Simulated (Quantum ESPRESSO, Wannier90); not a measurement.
Wannier functions of MgO (rock salt)

Cell from Materials Project (mp-1265), symmetrised, no further relaxation. COD (Crystallography Open Database) has an entry of this formula and space group (matched by these alone). Computed values, not measurements, from LDA: Quantum ESPRESSO (norm-conserving PseudoDojo potentials, cutoff 68 Ry, no spin polarisation, no spin-orbit coupling) on a Γ-centred 12×12×12 mesh, then Wannier90. Density: 12×12×12 mesh, cold smearing 0.01 Ry.

On the energy scale of pw.x, whose zero is arbitrary, the valence-band maximum lies at 7.85 eV.

Input w.win:

```
num_bands = 1
num_wann = 1
exclude_bands = 1-4,6-19
num_iter = 800
conv_tol = 1.0e-6
conv_window = 4
write_hr = true
write_u_matrices = true
auto_projections = true
begin unit_cell_cart
ang
    0.0000000000    2.0970000000    2.0970000000
    2.0970000000    0.0000000000    2.0970000000
    2.0970000000    2.0970000000    0.0000000000
end unit_cell_cart
begin atoms_frac
Mg   0.0000000000  0.0000000000  0.0000000000
O    0.5000000000  0.5000000000  0.5000000000
end atoms_frac
mp_grid = 12 12 12
begin kpoints
0.0000000000 0.0000000000 0.0000000000
0.0000000000 0.0000000000 0.0833333333
0.0000000000 0.0000000000 0.1666666667
... (1725 more lines: the 12x12x12 mesh through Gamma)
end kpoints
```

Input of pw2wannier90.x that gives the overlap and projection files (equivalent; here they were cut from one run over all bands):

```
&inputpp
  outdir = './out'
  prefix = 'pwscf'
  seedname = 'w'
  write_amn = .true.
  write_mmn = .true.
  atom_proj = .true.
  atom_proj_exclude = 1 2 3 4 5 7 8 9
/
```

Output w.wout (banner and timings cut):

```
                                    ------
                                    SYSTEM
                                    ------

                              Lattice Vectors (Ang)
                    a_1     0.000000   2.097000   2.097000
                    a_2     2.097000   0.000000   2.097000
                    a_3     2.097000   2.097000   0.000000

                   Unit Cell Volume:      18.44273  (Ang^3)

                        Reciprocal-Space Vectors (Ang^-1)
                    b_1    -1.498137   1.498137   1.498137
                    b_2     1.498137  -1.498137   1.498137
                    b_3     1.498137   1.498137  -1.498137

 *----------------------------------------------------------------------------*
 |   Site       Fractional Coordinate          Cartesian Coordinate (Ang)     |
 +----------------------------------------------------------------------------+
 | mg   1   0.00000   0.00000   0.00000   |    0.00000   0.00000   0.00000    |
 | o    1   0.50000   0.50000   0.50000   |    2.09700   2.09700   2.09700    |
 *----------------------------------------------------------------------------*
                                ------------
                                K-POINT GRID
                                ------------

             Grid size = 12 x 12 x 12      Total points = 1728

 *---------------------------------- MAIN ------------------------------------*
 |  Number of Wannier Functions               :                 1             |
 |  Number of Objective Wannier Functions     :                 1             |
 |  Number of input Bloch states              :                 1             |
 |  Output verbosity (1=low, 5=high)          :                 1             |
 |  Timing Level (1=low, 5=high)              :                 1             |
 |  Optimisation (0=memory, 3=speed)          :                 3             |
 |  Length Unit                               :               Ang             |
 |  Post-processing setup (write *.nnkp)      :                 F             |
 |  Using Gamma-only branch of algorithms     :                 F             |
 *----------------------------------------------------------------------------*
 *------------------------------- WANNIERISE ---------------------------------*
 |  Total number of iterations                :               800             |
 |  Number of CG steps before reset           :                 5             |
 |  Trial step length for line search         :             2.000             |
 |  Convergence tolerence                     :         0.100E-05             |
 |  Convergence window                        :                 4             |
 |  Iterations between writing output         :                 1             |
 |  Iterations between backing up to disk     :               100             |
 |  Write r^2_nm to file                      :                 F             |
 |  Write xyz WF centres to file              :                 F             |
 |  Write on-site energies <0n|H|0n> to file  :                 F             |
 |  Use guiding centre to control phases      :                 F             |
 |  Use phases for initial projections        :                 F             |
 *----------------------------------------------------------------------------*
 *-------------------------------- PLOTTING ----------------------------------*
 |  Plotting Hamiltonian in WF basis          :                 T             |
 *----------------------------------------------------------------------------*

 *---------------------------------- K-MESH ----------------------------------*
 +----------------------------------------------------------------------------+
 |                    Distance to Nearest-Neighbour Shells                    |
 |                    ------------------------------------                    |
 |          Shell             Distance (Ang^-1)          Multiplicity         |
 |          -----             -----------------          ------------         |
 |             1                   0.216237                      8            |
 |             2                   0.249689                      6            |
 |             3                   0.353114                     12            |
 |             4                   0.414063                     24            |
 |             5                   0.432475                      8            |
 |             6                   0.499379                      6            |
 |             7                   0.544186                     24            |
 |             8                   0.558323                     24            |
       ... (lines left out)
 +----------------------------------------------------------------------------+
 | The b-vectors are chosen automatically                                     |
 | The following shells are used:                       1                     |
 +----------------------------------------------------------------------------+
 |                        Shell   # Nearest-Neighbours                        |
 |                        -----   --------------------                        |
 |                          1               8                                 |
 +----------------------------------------------------------------------------+
 | Completeness relation is fully satisfied [Eq. (B1), PRB 56, 12847 (1997)]  |
 +----------------------------------------------------------------------------+
 |                  b_k Vectors (Ang^-1) and Weights (Ang^2)                  |
 |                  ----------------------------------------                  |
 |            No.         b_k(x)      b_k(y)      b_k(z)        w_b           |
 |            ---        --------------------------------     --------        |
 |             1         0.124845    0.124845   -0.124845     8.019912        |
 |             2         0.124845   -0.124845    0.124845     8.019912        |
 |             3        -0.124845    0.124845    0.124845     8.019912        |
 |             4         0.124845    0.124845    0.124845     8.019912        |
 |             5        -0.124845   -0.124845    0.124845     8.019912        |
 |             6        -0.124845    0.124845   -0.124845     8.019912        |
 |             7         0.124845   -0.124845   -0.124845     8.019912        |
 |             8        -0.124845   -0.124845   -0.124845     8.019912        |
 +----------------------------------------------------------------------------+
 |                           b_k Directions (Ang^-1)                          |
 |                           -----------------------                          |
 |            No.           x           y           z                         |
 |            ---        --------------------------------                     |
 |             1         0.124845    0.124845   -0.124845                     |
 |             2         0.124845   -0.124845    0.124845                     |
 |             3        -0.124845    0.124845    0.124845                     |
 |             4         0.124845    0.124845    0.124845                     |
 +----------------------------------------------------------------------------+

 Starting a new Wannier90 calculation ...

 Reading overlaps from w.mmn

 Reading projections from w.amn

 *------------------------------- WANNIERISE ---------------------------------*
 +--------------------------------------------------------------------+<-- CONV
 | Iter  Delta Spread     RMS Gradient      Spread (Ang^2)            |<-- CONV
 +--------------------------------------------------------------------+<-- CONV

 ------------------------------------------------------------------------------
 Initial State
  WF centre and spread    1  (  2.097000,  2.097000,  2.097000 )     0.57890919
  Sum of centres and spreads (  2.097000,  2.097000,  2.097000 )     0.57890919

      0     0.579E+00     0.0000000000        0.5789091986  <-- CONV
        O_D=      0.0000000 O_OD=      0.0000000 O_TOT=      0.5789092 <-- SPRD
 ------------------------------------------------------------------------------
      1     0.000E+00     0.0000000007        0.5789091986  <-- CONV
        O_D=      0.0000000 O_OD=      0.0000000 O_TOT=      0.5789092 <-- SPRD
      2     0.000E+00     0.0000000007        0.5789091986  <-- CONV
        O_D=      0.0000000 O_OD=      0.0000000 O_TOT=      0.5789092 <-- SPRD
      3     0.000E+00     0.0000000007        0.5789091986  <-- CONV
        O_D=      0.0000000 O_OD=      0.0000000 O_TOT=      0.5789092 <-- SPRD
      4     0.000E+00     0.0000000007        0.5789091986  <-- CONV
        O_D=      0.0000000 O_OD=      0.0000000 O_TOT=      0.5789092 <-- SPRD
             <<<     Delta < 1.000E-06  over  4 iterations     >>>
             <<< Wannierisation convergence criteria satisfied >>>
 Final State
  WF centre and spread    1  (  2.097000,  2.097000,  2.097000 )     0.57890919
  Sum of centres and spreads (  2.097000,  2.097000,  2.097000 )     0.57890919

         Spreads (Ang^2)       Omega I      =     0.578909199
        ================       Omega D      =     0.000000000
                               Omega OD     =     0.000000000
    Final Spread (Ang^2)       Omega Total  =     0.578909199
```
